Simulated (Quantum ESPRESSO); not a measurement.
# Si2AlPC4: a curve over strain

A calculation, not a measurement. The program is pw.x of Quantum ESPRESSO 7.5 (plane-wave density functional theory). The cell is made up: 8 atoms on a zincblende/diamond lattice, with randomly drawn elements, strain and displacements, not relaxed. PseudoDojo standard norm-conserving files (v0.5 for PBE, v0.4.1 for LDA and PBEsol) set the functional; there is no spin polarisation, spin-orbit coupling or dispersion term, and the masses in the input are unused placeholders.

Seven runs add a strain to one cell (along z); the atoms follow the cell and are not relaxed. Stress in the table is positive in tension.

Input of the run at +0.0022:

```
&control calculation='scf', pseudo_dir='./dojo.nc.sr.pbe.v0_5.standard.upf', outdir='./o', disk_io='medium', tprnfor=.true., tstress=.true. /
&system ibrav=0, nat=8, ntyp=4, nbnd=22, ecutwfc=82.02448710, nosym=.true., tot_charge=0,
 occupations='smearing', smearing='fd', degauss=0.0018374661
/
&electrons conv_thr=7.350e-09, electron_maxstep=60, /
ATOMIC_SPECIES
Al 1.0 Al.upf
C 1.0 C.upf
P 1.0 P.upf
Si 1.0 Si.upf
CELL_PARAMETERS angstrom
4.4099 -0.0035 0.0344
-0.0035 4.5016 0.0599
0.0343 0.0598 4.4635
ATOMIC_POSITIONS angstrom
Si -0.0103 -0.0381 0.017
Al 0.0491 2.26 2.3045
P 2.187 0.0269 2.2738
Si 2.214 2.1983 0.058
C 1.1138 1.1335 1.1152
C 1.1123 3.4127 3.3725
C 3.3472 1.1711 3.4034
C 3.301 3.3955 1.2138
K_POINTS automatic
4 4 4 1 1 1
```

| added strain | free energy less that of the input shown (eV) | stress xx (GPa) | stress yy (GPa) | stress zz (GPa) | stress xy (GPa) | pressure (GPa) | iterations |
| --- | --- | --- | --- | --- | --- | --- | --- |
| -0.0245 | -0.0486 | 0.00 | 5.19 | -1.02 | -2.74 | -1.39 | 12 |
| -0.0218 | -0.0494 | 0.35 | 5.47 | -0.13 | -2.71 | -1.90 | 12 |
| -0.0096 | -0.0374 | 1.82 | 6.68 | 3.87 | -2.56 | -4.12 | 12 |
| +0.0022 | 0.0000 | 3.10 | 7.70 | 7.69 | -2.42 | -6.16 | 12 |
| +0.0144 | 0.0643 | 4.27 | 8.62 | 11.57 | -2.27 | -8.15 | 12 |
| +0.0206 | 0.1070 | 4.81 | 9.04 | 13.51 | -2.20 | -9.12 | 12 |

Question: one run is left out of the table, at +0.0181. Estimate its stress zz (GPa).

Answer: 12.73. The whole row:

```
added strain  free energy less that of the input shown (eV)  stress xx (GPa)  stress yy (GPa)  stress zz (GPa)  stress xy (GPa)  pressure (GPa)  iterations
     +0.0181                                         0.0890             4.60             8.88            12.73            -2.23           -8.74          12
```

A cubic fit gives a slope of stress zz against the added strain of 322 GPa at zero added strain, with the atoms clamped. Across the table the free energy follows the integral of the stress to within 1.7 meV. A rerun of one of the cells at 1347 eV and a 6 x 6 x 6 mesh moved values by no more than 0.007 eV in energy, 0.07 GPa in stress and 0.002 eV/Å in force.